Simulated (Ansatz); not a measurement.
## Calculated field gradients at the nuclei for Bi2Te3 under strain

The cell is a COD entry, relaxed with PBE at fixed cell and then changed (z stretched by 2 %, ions relaxed).

```
CELL_PARAMETERS angstrom
2.19300 1.26613 10.36898
-2.19300 1.26613 10.36898
0.00000 -2.53226 10.36898
ATOMIC_POSITIONS crystal
Bi 0.39923 0.39923 0.39923
Bi 0.60077 0.60077 0.60077
Te 0.00000 0.00000 0.00000
Te 0.21142 0.21142 0.21142
Te 0.78858 0.78858 0.78858
```

Atom numbers follow the list; atoms alike are taken as one site, whose name carries the number of the first.

Method: Kohn–Sham DFT in Ansatz, PBE, plane waves and PAW, scalar-relativistic, 420 eV cutoff, Γ-centred 12×12×12 k-points, Fermi–Dirac smearing 0.02 eV.

C_Q = eQV_zz/h, which is 24.18 MHz for Q = 1 b and V_zz = 10²¹ V/m²; η = (V_xx − V_yy)/V_zz.

209Bi: I = 9/2, Q = -516.0 mb. Nuclear quadrupole moments: year-2017 set (Pyykkö).

| site | atoms (order as listed) | first shell | V_zz (10²¹ V/m²) | η | C_Q (MHz) |
| --- | --- | --- | --- | --- | --- |
| Bi | 1, 2 | 6 Te at 3.07–3.26 Å | 2.93 | 0.00 | -36.5 |
| Te3 | 3 | 6 Bi at 3.26 Å | 10.72 | 0.00 | – |
| Te4 | 4, 5 | 3 Bi at 3.07 Å | -0.67 | 0.00 | – |

An axis of threefold or higher order runs through Bi, Te3 and Te4, so V_zz lies along it and η is zero.

Te has no stable isotope with a ground-state quadrupole moment in the table, so no C_Q is given.

Spin–orbit coupling is left out, which shifts gradients on Bi by a few per cent in wide-gap crystals, and can shift them far more where the calculated gap is small or absent, as here. With a gap of 0.4 eV on this mesh, the gradients can still move by some per cent as the k-mesh gets denser.
